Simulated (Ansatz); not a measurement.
A surface is cut from this relaxed crystal of Gd:

```
CELL_PARAMETERS angstrom
3.65157 0.00000 0.00000
-1.82578 3.16235 0.00000
0.00000 0.00000 5.85285
ATOMIC_POSITIONS crystal
Gd 0.33333 0.66667 0.75000
Gd 0.66667 0.33333 0.25000
```

Miller indices refer to the conventional cell of P6_3/mmc (No. 194), a = 3.652 Å, b = 3.652 Å, c = 5.853 Å, α = 90.00°, β = 90.00°, γ = 120.00°.

The (001) slab of 4 planes, 8.8 Å thick with 15 Å of vacuum as cut; outer planes Gd (top) and Gd (bottom).

The calculation used DFT PBE+U, scalar-relativistic, plane waves, PAW in Ansatz 0.2.0. Plane waves to 420 eV, a k mesh through Γ of 9×9×1 on the computed 4-atom cell and Gaussian smearing (0.10 eV); U_eff Gd 6.00 eV on the f shells (Löwdin-orthogonalised atomic orbitals); collinear spin with starting moments 8.2 8.2 8.2 8.2 μB; the SCF started from the saved density, moments and f occupations of an earlier run in this study. A dipole correction removes the field between periodic images along c.

Results for the relaxed slab:

For the relaxed slab, the surface energy (mean of both faces) is 0.88 J/m². The work function is 3.51 eV and the spin moments in spheres of the Gd atoms (bottom, middle, top) is 7.58, 7.44, 7.58 μB.

Relaxation lowers the energy by 0.020 J/m² a face; the largest move is 0.097 Å.

```json
{"plane (bottom to top)": "1", "atoms": "Gd", "spacing to next, bulk (Å)": "2.926", "relaxed (Å)": "2.802", "change (%)": "-4.3"}
{"plane (bottom to top)": "2", "atoms": "Gd", "spacing to next, bulk (Å)": "2.926", "relaxed (Å)": "2.982", "change (%)": "+1.9"}
{"plane (bottom to top)": "3", "atoms": "Gd", "spacing to next, bulk (Å)": "2.926", "relaxed (Å)": "2.802", "change (%)": "-4.3"}
{"plane (bottom to top)": "4", "atoms": "Gd", "spacing to next, bulk (Å)": "", "relaxed (Å)": "", "change (%)": ""}
```

Slabs this thin can still miss converged surface energies by a few hundredths of a J/m² and work functions by about a tenth of an eV.

The state reached may not be the lowest one. Spin-orbit coupling is left out, which matters for the bands of heavy elements.

γ = (E_slab − N·E_bulk)/2A = 1.261 eV / (2 × 11.55 Å²) = 54.6 meV/Å² = 0.88 J/m², with N = 4 atoms. The cut crosses 3 bonds a cell (neighbours within 10 % of the shortest distances), so each costs 0.42 eV on this count. The top spacing shrinks by 4.3 %, as is usual at a metal's surface, where atoms that lost neighbours bind closer to those left; the next one widens by 1.9 %, so the relaxation alternates in sign.
